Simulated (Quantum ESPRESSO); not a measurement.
Parts of the isotropic shielding in SnO$_{2}$, by GIPAW with PBE in a modified build of Quantum ESPRESSO, on JTH PAW datasets, 22.5 Ha, k-mesh 6×6×8 shifted:

```
SnO2
1.0
    4.73800     0.00000     0.00000
    0.00000     4.73800     0.00000
    0.00000     0.00000     3.18650
Sn O
2 4
Direct
  0.00000   0.00000   0.00000
  0.50000   0.50000   0.50000
  0.30549   0.30549   0.00000
  0.19451   0.80549   0.50000
  0.69451   0.69451   0.00000
  0.80549   0.19451   0.50000
```
The cell was made here from an entry of the Crystallography Open Database (unchecked): atoms relaxed with PBE in the measured cell (PBE without dispersion, pw.x of Quantum ESPRESSO, symmetry kept).  Stability against distortions was not tested.

The core term is that of the free atom's frozen core; the paramagnetic column sums the reconstruction terms. Shieldings are absolute and leave out the bulk-susceptibility term; a larger σ means a smaller chemical shift. By our sweeps, such settings leave a few ppm in absolute σ on light atoms and up to some 20 ppm from Zn on. Spin–orbit coupling is left out; its weight grows with the heaviest atom, Sn here. Static lattice: thermal averaging is not included.

| site | core | bare (smooth current) | diamagnetic correction | paramagnetic corrections | σ_iso (ppm) |
|---|---|---|---|---|---|
| Sn (atoms 1, 2) | 5053.9 | 44.6 | 166.1 | [?] | [?] |
| O (atoms 3, 4, 5, 6) | 271.1 | 34.6 | 26.2 | [?] | [?] |

Question: Some entries are withheld; supply them.

Answer: 
- Sn (atoms 1, 2), paramagnetic corrections: -2274.3
- Sn (atoms 1, 2), σ_iso (ppm): 2990.3
- O (atoms 3, 4, 5, 6), paramagnetic corrections: -213.8
- O (atoms 3, 4, 5, 6), σ_iso (ppm): 118.0
